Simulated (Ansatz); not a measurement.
A geometry of Sb away from equilibrium: step 2 of the relaxation of a generated cell, Sb placed in the black-P structure type. The numbers are results of PBEsol (plane waves to 420 eV, PAW, scalar-relativistic; Ansatz, a quantum-chemistry and plane-wave program), not measurements. Γ-centred k-mesh 8×8×6 on the run's cell (coarser than for final values), Fermi–Dirac smearing 0.05 eV. The plane waves were selected for a different cell earlier on the path.

```yaml
crystal:
  lattice:
    - [2.04631, -6.50209, 0.00000]
    - [2.04631, 6.50209, 0.00000]
    - [0.00000, 0.00000, 5.41695]
  atoms:
    - { symbol: Sb, position: [0.38872, 0.61128, 0.55339] }
    - { symbol: Sb, position: [0.61128, 0.38872, 0.44661] }
    - { symbol: Sb, position: [0.88872, 0.11128, 0.94661] }
    - { symbol: Sb, position: [0.11128, 0.88872, 0.05339] }
```

What forces act on the atoms (eV/Å)?


| atom | Fx | Fy | Fz |
|---|---|---|---|
| Sb1 | 0.00 | -0.30 | 0.59 |
| Sb2 | 0.00 | 0.30 | -0.59 |
| Sb3 | 0.00 | -0.30 | -0.59 |
| Sb4 | 0.00 | 0.30 | 0.59 |

The path ends in Cmce (No. 64) (AFLOW prototype A_oC8_64_f (A17, as in P)). No spin polarisation in the result. Without a van der Waals term the distances between weakly bound units are poorly fixed.

The run could not lose the symmetry of its start, so the end can be a saddle point.

The end of the path is a generated cell of Sb: the first start was made by placing the elements on the sites of a structure type, and the end was not matched to a known phase here, so it may be hypothetical. Known forms of Sb include space group No. 166.
